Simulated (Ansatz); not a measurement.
KF (rock salt, Fm-3m), LDA in the plane-wave PAW code Ansatz. The conduction-band minimum lies at Γ, with 1 equivalent valley. Second derivatives d²E/dk² of the lowest band at one valley (eV·Å²), along Cartesian directions:

| direction | d²E/dk² |
|---|---|
| [100] | 14.66 |
| [010] | 14.66 |
| [001] | 14.66 |
| [110] | 14.66 |
| [101] | 14.66 |
| [011] | 14.66 |

Task: Find the principal effective masses, the density-of-states mass and the conductivity mass.

Result: Off-diagonal terms follow from H_xy = H[110] − (H_xx + H_yy)/2, and m*/mₑ = 7.620 eV·Å² over each eigenvalue: 0.52, 0.52, 0.52. One valley's DOS mass (m₁m₂m₃)^(1/3) = 0.52, conductivity mass 3/(Σ 1/mᵢ) = 0.52 mₑ.

Task: What effective density of states Nc follows at 300 K for parabolic valleys?

Result: Nc = 2.509e19 × 1 × (0.52)^(3/2) ≈ 9.4e18 cm⁻³.

Task: With the computed static dielectric constant 5.43 (mean of the diagonal), estimate a hydrogenic donor's binding energy and radius.

Result: E = 13.606 eV × 0.52/5.43² ≈ 240 meV; a = 0.529 Å × ε/m* ≈ 5.5 Å. Semilocal masses tend to be too small when the gap is underestimated.

Task: With ε∞ = 2.10 and ω_LO = 339 cm⁻¹, what Fröhlich coupling constant follows?

Result: α = (1/ε∞ − 1/ε0) √(m* × 13.606 eV/ħω_LO) = 3.8.

The cell was relaxed with LDA under the symmetry of its start.

Potentials: the earlier of the program's two PAW sets. The files were generated under PBE; for other functionals the program regenerates the frozen cores, and for LDA and PBEsol the local potential too.
